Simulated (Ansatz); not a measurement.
Ga3Ni2:
```cif
data_Ga3Ni2
_chemical_formula_sum 'Ga3 Ni2'
_space_group_name_H-M_alt 'P-3m1'
_space_group_IT_number 164
_space_group_name_Hall '-P 3 2"'
_cell_length_a 4.02286
_cell_length_b 4.02286
_cell_length_c 4.84968
_cell_angle_alpha 90.000
_cell_angle_beta 90.000
_cell_angle_gamma 120.000
loop_
_atom_site_label
_atom_site_type_symbol
_atom_site_symmetry_multiplicity
_atom_site_Wyckoff_symbol
_atom_site_fract_x
_atom_site_fract_y
_atom_site_fract_z
_atom_site_occupancy
Ga1 Ga 2 d 0.66667 0.33333 0.35938 1
Ga2 Ga 1 a 0.00000 0.00000 0.00000 1
Ni1 Ni 2 d 0.33333 0.66667 0.14207 1
```

Relaxed with r²SCAN.

Question: Which orbitals make up the states near the Fermi level in plane-wave PAW r²SCAN (Ansatz code)?

Answer: Within 0.5 eV of the Fermi level: Ni 3d 47 %, Ga 4p 40 %, Ga 4s 7 %. Projections are on Löwdin-orthogonalised atomic valence shells; empty p or d shells of many metals are not among them.

Question: Tabulate the density of states.

Answer: States/eV per cell of 5 atoms, in 0.25 eV bins, energy from the Fermi level.

```tsv
E (eV)	total	Ni 3d	Ga 4p	Ga 4s
-7.85	1.25	0.07	0.42	0.66
-7.60	1.34	0.09	0.43	0.73
-7.35	1.19	0.11	0.38	0.63
-7.10	1.06	0.11	0.35	0.53
-6.85	1.14	0.14	0.39	0.54
-6.60	1.17	0.18	0.39	0.54
-6.35	1.16	0.23	0.39	0.50
-6.10	1.23	0.28	0.44	0.46
-5.85	1.45	0.38	0.52	0.48
-5.60	1.55	0.47	0.53	0.47
-5.35	1.32	0.41	0.49	0.33
-5.10	1.20	0.38	0.49	0.25
-4.85	1.22	0.40	0.52	0.21
-4.60	1.35	0.46	0.61	0.18
-4.35	1.63	0.61	0.74	0.16
-4.10	2.23	0.98	0.93	0.17
-3.85	4.55	2.74	1.44	0.18
-3.60	4.50	2.77	1.41	0.14
-3.35	3.22	2.10	0.94	0.09
-3.10	5.95	4.41	1.29	0.11
-2.85	5.08	4.21	0.73	0.04
-2.60	8.86	7.44	1.12	0.11
-2.35	6.96	5.79	1.01	0.05
-2.10	7.22	6.29	0.76	0.05
-1.85	12.18	11.35	0.63	0.05
-1.60	8.87	8.13	0.51	0.04
-1.35	4.06	3.20	0.63	0.05
-1.10	4.44	3.16	0.97	0.13
-0.85	3.45	2.21	0.94	0.14
-0.60	2.16	1.22	0.71	0.12
-0.35	1.58	0.79	0.59	0.10
-0.10	1.29	0.60	0.51	0.09
0.15	1.26	0.58	0.51	0.09
0.40	1.15	0.49	0.50	0.10
0.65	1.06	0.40	0.49	0.10
0.90	0.98	0.33	0.48	0.10
1.15	1.00	0.31	0.52	0.11
1.40	1.75	0.55	0.76	0.35
1.65	2.00	0.56	0.81	0.52
1.90	1.31	0.32	0.52	0.37
2.15	1.32	0.30	0.53	0.39
2.40	1.75	0.36	0.74	0.50
2.65	1.83	0.34	0.80	0.52
2.90	1.60	0.26	0.72	0.46
3.15	1.58	0.24	0.71	0.44
3.40	1.67	0.23	0.79	0.44
3.65	1.93	0.23	0.90	0.43
3.90	1.76	0.19	0.84	0.38
4.15	1.89	0.18	0.89	0.37
4.40	1.91	0.16	0.90	0.35
4.65	1.84	0.14	0.87	0.32
```

The workflow started from a Materials Project entry (that database holds measured and hypothetical structures alike); the Crystallography Open Database files this formula in space group No. 164, but the cells were not matched. Its standing as an ambient phase is unchecked. Symmetry was held in the r²SCAN relaxation; its stability against distortions is not shown here. The run is not spin-polarised. Scalar-relativistic: spin–orbit coupling is off unless named, which matters more the heavier the elements.

Potentials: the earlier of the program's two PAW sets.
